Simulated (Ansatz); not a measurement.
Te (trigonal-Te type, space group P3_121)

```
CELL_PARAMETERS angstrom
      4.62412     0.00000     0.00000
     -2.31206     4.00460     0.00000
      0.00000     0.00000     5.90339
ATOMIC_POSITIONS crystal
  Te 0.25335 0.00000 0.33333
  Te 0.00000 0.25335 0.66667
  Te 0.74665 0.74665 0.00000
```

In each cell atom 2 (Te, nearest neighbour Te at 2.827 Å; its periodic images, 4.6 Å or more away, move with it) moves by s·(0.622, -0.359, -0.696) (towards the nearest neighbour), the rest being held.

These are r2SCAN (plane waves to 500 eV, PAW, scalar-relativistic; Ansatz, a first-principles code) values and carry that method's errors. k mesh 7×7×5 (Γ-centred), Fermi-Dirac smearing 0.05 eV. The energy includes the smearing's −TS. Left out: 1 of 11 points, with atoms too close for the PAW data. As the smearing reaches across the gap at some points, energies and forces of such displacements shift with the k mesh and the smearing. Spin-orbit coupling is left out, though Te is heavy. Te was relaxed with its symmetry unable to fall. ΔE is measured from the undisplaced structure. The last digit holds for this mesh only.

```tsv
s (Å)	ΔE (meV/cell)
-0.850	688.4
-0.680	492.0
-0.510	333.0
-0.340	188.6
-0.170	60.6
0.000	0.0
0.170	96.5
0.340	495.9
0.510	1458.6
0.680	withheld
```

**Question.** Fit a polynomial form (powers 2, 3, 4) to the given rows and predict ΔE at s = 0.680.

**Answer.** Least squares on the 9 given rows: ΔE = (2799)·s² + (4212)·s³ + (2406)·s⁴, in meV/cell with s in Å; root-mean-square residual 9.72 meV/cell. At 0.680 the fit gives 3133.1 meV/cell; the calculation gives 3460.1 meV/cell, so the extrapolation is off by -327.0 (-9.5 %). The quadratic term alone would give 1294.3 meV/cell.

(For displaced atoms, the force is minus the slope of the energy, and its curvature is a force constant, which sets phonon frequencies.)
